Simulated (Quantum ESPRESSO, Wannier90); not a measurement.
**Wannier functions of Sb (R-3m)**

```
begin unit_cell_cart
ang
   -2.1770649586    3.7707871196    0.0000000000
   -4.3541299171    0.0000000000    0.0000000000
   -2.1770649586    1.2569290399    3.8298800000
end unit_cell_cart
begin atoms_frac
Sb  -0.2682600000 -0.2682600000 -0.1952200000
Sb   0.2682600000  0.2682600000  0.1952200000
end atoms_frac
```

Cell from Materials Project (mp-104), symmetrised, no further relaxation. This is the element's usual structure. Method: PBEsol plane waves in Quantum ESPRESSO 7.5 (PseudoDojo norm-conserving files, 64 Ry, no spin polarisation, no spin-orbit coupling), Bloch states on a 8×8×8 mesh through Γ, Wannier90 4.0.1. Density: 8×8×8 mesh, cold smearing 0.01 Ry. The cell is built of weakly bound layers, chains or molecules, whose nearest atoms lie 3.43 Å apart. Database cells relaxed without dispersion often hold them too far apart, which can enlarge gaps and weakens couplings between them; spacing and stacking were not compared with the measured crystal. Spin-orbit coupling is left out although heavy elements are present.

A tight-binding model is made by disentanglement and projection with no localisation steps (num_iter = 0), so the 8 orbitals stay atom-like: hydrogen-like Sb: s;p, axes along x, y, z; frozen window up to 1.50 eV relative to the Fermi level. It follows pw.x to 7.1 meV rms for states up to 1.0 eV relative to the Fermi level. Matrix elements depend on this choice of orbitals and windows.

Task: What are the on-site energies relative to the Fermi level, and how fast do the hoppings decay?

Result: 
| atom | orbitals | energy (eV) |
|---|---|---|
| Sb1 | s | -8.38 |
| Sb1 | pz px py | -0.47 |
| Sb2 | s | -8.38 |
| Sb2 | pz px py | -0.47 |

| distance of the centres (Å) | largest modulus (eV) |
|---|---|
| 2–3 | 1.4 |
| 3–4 | 1.5 |
| 4–5 | 0.18 |
| 5–6 | 0.049 |
| 6–7 | 0.21 |
| 7–8 | 0.019 |
| 8–9 | 0.018 |
| 9–10 | 0.072 |
| 10–11 | 0.011 |
| 11–12 | 0.0068 |
| 12–13 | 0.013 |
